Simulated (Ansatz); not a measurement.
Field gradients of SiO2 from run to run

Cell of run 1: a structure deposited in the COD, atoms as given.

Space group P4_12_12 (No. 92); a = 4.9780, c = 6.9480 Å.

```
site  Wyckoff  site symmetry       x       y       z
  Si       4a            ..2  0.3000  0.3000  0.0000
   O       8b              1  0.2398  0.1032  0.1784
```

One atom of each set is listed.

Relaxed positions (PBE, cell held):

Si (0.3043, 0.3043, 0.0000)
O (0.2368, 0.1149, 0.1844)

All runs are DFT with Ansatz 0.2.0 (plane waves and PAW, scalar-relativistic unless spin–orbit coupling is named, Γ-centred meshes, Fermi–Dirac smearing where given) in this cell.

Run 1: PBE, atoms as given; 420 eV, 5×5×4 k-points, smearing 0.02 eV.
Run 2: PBE, atoms relaxed; 420 eV, 5×5×4 k-points, smearing 0.02 eV.
Run 3: r2SCAN, at the relaxed atoms; 500 eV, 5×5×4 k-points, smearing 0.02 eV.

| run | Si V_zz (η) | O V_zz (η) |
| --- | --- | --- |
| 1 | -0.52 (0.83) | 9.15 (0.14) |
| 2 | ? | ? |
| 3 | -0.37 (0.78) | 9.35 (0.19) |

V_zz in 10²¹ V/m².

(1) Estimate the row of run 2.

## Answers

(1) Si: -0.37 (0.84); O: 9.47 (0.19). It lies nearest to run 3, from whose tensors on these sites it differs by 0.13 at most (largest principal value of the difference, on O). Taken one at a time, the positions of the atoms (as given or relaxed) move the tensors on these sites by up to 0.46 (largest principal value of the change, on O), the functional (r2SCAN with its higher cutoff) by 0.13 (O).

In runs 1, 3 the atoms aren't at the calculated equilibrium (largest force 0.44, 0.29 eV/Å). The cell isn't the equilibrium one in run 1 (calculated pressure 7 GPa), and the entry's cell may itself be off.
